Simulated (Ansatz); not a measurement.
Molecular dynamics on a 2×2×1 supercell (16 atoms) of Si₃Sn (ordering on diamond), relaxed with r2SCAN. Forces come from r2SCAN in Ansatz 0.2.0: constant energy and volume (NVE), velocities drawn at 100 K, steps of 1.5 fs. Classical nuclei, no spin polarisation; a few dozen steps show the first response, not equilibrium. The structure comes from a prototype and may be hypothetical.

```yaml
crystal:
  lattice:
    - [8.075277822, 0.0, 0.0]
    - [0.0, 8.075277822, 0.0]
    - [0.0, 0.0, 5.7486205295]
  atoms:
    - { symbol: Si, position: [0.25, 0.0, 0.7746010627] }
    - { symbol: Si, position: [0.25, 0.25, 0.0] }
    - { symbol: Si, position: [0.0, 0.25, 0.2253989373] }
    - { symbol: Sn, position: [0.0, 0.0, 0.5] }
    - { symbol: Si, position: [0.25, 0.5, 0.7746010627] }
    - { symbol: Si, position: [0.25, 0.75, 0.0] }
    - { symbol: Si, position: [0.0, 0.75, 0.2253989373] }
    - { symbol: Sn, position: [0.0, 0.5, 0.5] }
    - { symbol: Si, position: [0.75, 0.0, 0.7746010627] }
    - { symbol: Si, position: [0.75, 0.25, 0.0] }
    - { symbol: Si, position: [0.5, 0.25, 0.2253989373] }
    - { symbol: Sn, position: [0.5, 0.0, 0.5] }
    - { symbol: Si, position: [0.75, 0.5, 0.7746010627] }
    - { symbol: Si, position: [0.75, 0.75, 0.0] }
    - { symbol: Si, position: [0.5, 0.75, 0.2253989373] }
    - { symbol: Sn, position: [0.5, 0.5, 0.5] }
kpoints:
  mp_grid: { grid: [2, 2, 2] }
hamiltonian:
  xc: r2scan
scf:
  occupations: { method: fermi_dirac, width: 0.02 }
md:
  ensemble: nve
  temperature: 100
  timestep: 1.5
  n_steps: 30
  initial_velocities: maxwell_boltzmann
  seed: 6918
```

Run as `ansatz run input.yaml --threads 4 --pin off --max-ram 3686MiB --backend cpu --events-out ev --progress --plain --runs-dir out`. It took 2.5 min on 4 threads of Arm Neoverse V2, with other jobs on the host; peak host memory 1.7 GiB.

```tsv
step	t (fs)	T (K)	free energy F from step 0 (meV/atom)	kinetic energy (meV/atom)	largest force (eV/Å)
0	0	100	0.0	12.1	0.04
1	1.5	99	0.1	12.0	0.12
2	3	97	0.4	11.7	0.19
3	4.5	93	0.8	11.3	0.28
4	6	89	1.3	10.8	0.36
5	7.5	84	2.0	10.2	0.44
6	9	78	2.7	9.5	0.51
7	10.5	72	3.4	8.7	0.58
8	12	66	4.1	8.0	0.64
9	13.5	60	4.9	7.3	0.69
10	15	55	5.5	6.6	0.73
11	16.5	50	6.1	6.0	0.76
12	18	46	6.6	5.6	0.78
13	19.5	43	6.9	5.2	0.79
14	21	41	7.1	5.0	0.79
15	22.5	41	7.2	5.0	0.77
16	24	41	7.1	5.0	0.75
17	25.5	43	7.0	5.2	0.72
18	27	45	6.7	5.4	0.68
19	28.5	48	6.3	5.8	0.64
20	30	51	6.0	6.2	0.60
21	31.5	54	5.5	6.6	0.57
22	33	58	5.1	7.0	0.53
23	34.5	61	4.7	7.4	0.49
24	36	64	4.4	7.7	0.46
25	37.5	66	4.1	8.0	0.42
26	39	67	4.0	8.2	0.40
27	40.5	68	3.9	8.2	0.39
28	42	68	3.9	8.2	0.45
29	43.5	67	4.0	8.1	0.51
30	45	65	4.3	7.8	0.56
```

The temperature starts at 100 K, is lowest at step 15 (41 K, 22.5 fs) and ends at 65 K. The atoms start on their lattice sites with kinetic energy alone, so much of it first passes into potential energy. The conserved energy stays within 0.02 meV an atom. By the last step the atoms have moved 0.05 Å in the root mean square, the drift of the whole cell taken out, 0.11 Å at most.

Positions (Å) and forces (eV/Å) at step 30:
```
Si   2.038   0.049   4.454     0.008  -0.164  -0.107
Si   2.003   2.026   0.022     0.031   0.184   0.103
Si  -0.015   2.000   1.310     0.004   0.028   0.067
Sn   0.057  -0.072   2.833    -0.278   0.172   0.120
Si   1.990   4.039   4.471     0.003   0.008  -0.182
Si   2.050   6.087  -0.055    -0.461  -0.110   0.290
Si  -0.020   6.015   1.212     0.252   0.086   0.164
Sn  -0.037   4.047   2.872     0.157  -0.089  -0.027
Si   6.101   0.000   4.448     0.039   0.008  -0.091
Si   6.067   2.030  -0.020    -0.048  -0.081   0.130
Si   4.047   2.034   1.291    -0.012   0.010  -0.044
Sn   4.065   0.032   2.896     0.018   0.022  -0.115
Si   6.032   4.057   4.467     0.074   0.082   0.007
Si   6.000   6.076   0.012    -0.048  -0.050   0.015
Si   3.973   6.073   1.337     0.357   0.004  -0.082
Sn   4.017   4.043   2.908    -0.096  -0.110  -0.247
```
